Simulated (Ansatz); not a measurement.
GaP:
```xyz
4
Lattice="1.9209 1.1091 6.3718 -1.9209 1.1091 6.3718 0.0000 -2.2181 6.3718" Properties=species:S:1:pos:R:3 pbc="T T T"
Ga     0.0000     0.0000     8.3299
Ga     0.0000     0.0000    10.7857
P      0.0000     0.0000     1.1026
P      0.0000     0.0000    18.0129
```

Relaxed with r²SCAN. Independent-particle spectrum: no excitons, no local fields, no scissors shift; 0.1 eV broadening; ε₁ of the summed bands alone.

**Question.** Tabulate the dielectric function from r²SCAN in the plane-wave PAW code Ansatz.

**Answer.** 

```csv
E (eV),ε₁ xx,ε₂ xx,ε₁ zz,ε₂ zz
0.0,10.28,0.00,12.63,0.00
0.4,10.38,0.00,12.76,0.00
0.8,10.69,0.00,13.20,0.00
1.2,11.30,0.00,14.02,0.00
1.6,12.79,0.24,15.53,0.01
2.0,13.65,1.67,18.37,0.48
2.4,15.09,2.99,24.09,2.65
2.8,17.11,6.83,28.50,16.23
3.2,15.94,9.79,16.62,22.06
3.6,13.08,15.47,15.74,28.51
4.0,6.32,13.27,-7.18,24.24
4.4,8.96,11.79,-5.65,13.72
4.8,10.85,17.00,-3.10,10.36
5.2,-0.33,19.40,0.72,10.20
5.6,-4.44,16.45,-2.82,12.65
6.0,-5.87,11.11,-5.58,10.68
6.4,-5.11,8.65,-6.08,7.55
6.8,-5.61,7.50,-5.45,5.39
7.2,-5.31,5.36,-4.18,4.50
7.6,-4.43,3.92,-4.21,3.93
8.0,-3.52,3.33,-3.53,3.22
8.4,-2.92,3.32,-3.17,3.06
8.8,-3.09,3.03,-3.44,2.60
9.2,-2.96,2.40,-2.98,1.94
9.6,-2.63,2.10,-2.56,1.67
10.0,-2.47,1.68,-2.45,1.59
10.4,-2.27,1.38,-2.38,1.12
10.8,-1.94,1.05,-1.96,0.83
11.2,-1.62,0.93,-1.67,0.65
11.6,-1.43,0.85,-1.39,0.60
12.0,-1.28,0.81,-1.20,0.53
```

**Question.** From ε at 1.8 eV (xx: 13.33 + 1.14i), find n, k, the normal reflectivity and the absorption coefficient.

**Answer.** n = 3.65, k = 0.156, R = 33 %, α = 2kE/ħc = 28000 cm⁻¹.

With all bands, ε∞ without local fields is 10.3 (xx = yy), 12.7 (zz).

Space group R-3m. The workflow started from a Materials Project entry (that database holds measured and hypothetical structures alike); the Crystallography Open Database copy checked does not list it. It is not the phase usual at ambient conditions (space group No. 216). Symmetry was held in the r²SCAN relaxation; its stability against distortions is not shown here. Scalar-relativistic: spin–orbit coupling is off unless named, which matters more the heavier the elements.

Potentials: the later of the program's two PAW sets.
